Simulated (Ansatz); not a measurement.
**MgCd3: pressure against volume**

MgCd3, Pm-3m, a = 4.397 Å. The structure is a Materials Project entry; whether it is the stable form wasn't checked. Ansatz: r2SCAN, PAW, 500 eV, Γ-centred 10×10×10 mesh on 4 atoms, Gaussian smearing 0.10 eV; no spin polarisation. Symmetry fixes shape and atoms, so the cell is only scaled; pressure is positive in compression.

| V (Å³/atom) | P (GPa) |
| --- | --- |
| 19.978 | 3.85 |
| 20.615 | ? |
| 21.253 | -0.02 |
| 21.891 | -1.49 |
| 22.528 | -2.72 |

Question: Take V0 = 21.253 Å³/atom, count pressures from its P0 = -0.02 GPa, fit the third-order Birch–Murnaghan form to the other rows, and predict the missing pressure.

Answer: With the Eulerian strain f = ½[(V0/V)^(2/3) − 1] and y = (P − P0)/[3f(1 + 2f)^(5/2)], the form is the line y = B0 + 1.5 B0 (B0′ − 4) f. Rows (f, y): 0.02105, 55.3; -0.00976, 52.7; -0.01905, 52.1. Means f = -0.002587, y = 53.367; Σ(Δf)² = 0.0008812, ΣΔfΔy = 0.07133; the slope is their ratio. y = 53.58 + 80.95 f GPa, so B0 = 53.6 GPa and B0′ = 4 + 2 × (80.95)/(3 × 53.58) = 5.01. At V = 20.615, f = 0.01026, y = 54.41 and P = 1.74 GPa. The run gave 1.75 GPa, so the fit is 0.01 GPa too low, a small miss on the scale of the series.

Cost: 5 runs of about 3.1 core-minutes in all, on Arm Neoverse V1 (shared hosts).